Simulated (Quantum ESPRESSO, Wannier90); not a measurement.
**Wannierisation of Cu (I4/mmm, model phase)**

```
begin unit_cell_cart
ang
   -1.4507300000    1.4507300000    1.3622350000
    1.4507300000   -1.4507300000    1.3622350000
    1.4507300000    1.4507300000   -1.3622350000
end unit_cell_cart
begin atoms_frac
Cu   0.0000000000  0.0000000000  0.0000000000
end atoms_frac
```

Structure: Materials Project mp-1010136, symmetrised, not relaxed again. This isn't the element's usual structure (fcc); take it as a model of another phase. Computed values, not measurements, from PBEsol: Quantum ESPRESSO (norm-conserving PseudoDojo potentials, cutoff 74 Ry, no spin polarisation, no spin-orbit coupling) on a Γ-centred 12×12×12 mesh, then Wannier90. Density: 20×20×20 mesh, cold smearing 0.01 Ry.

A tight-binding model is made by disentanglement and projection with no localisation steps (num_iter = 0), so the 9 orbitals stay atom-like: hydrogen-like Cu: s;p;d, axes along x, y, z; frozen window up to 1.50 eV relative to the Fermi level. It follows pw.x to 2.7 meV rms for states up to 1.0 eV relative to the Fermi level. Matrix elements depend on this choice of orbitals and windows.

What are the on-site energies relative to the Fermi level, and how fast do the hoppings decay?


| atom | orbitals | energy (eV) |
|---|---|---|
| Cu1 | s | 6.49 |
| Cu1 | pz | 13.74 |
| Cu1 | px py | 13.66 |
| Cu1 | dz2 | -2.84 |
| Cu1 | dxz dyz | -2.93 |
| Cu1 | dx2-y2 | -2.80 |
| Cu1 | dxy | -2.95 |

```csv
distance of the centres (Å),largest modulus (eV)
2–3,2.8
3–4,0.23
4–5,0.19
5–6,0.070
6–7,0.044
7–8,0.019
8–9,0.019
9–10,0.0067
10–11,0.0034
```
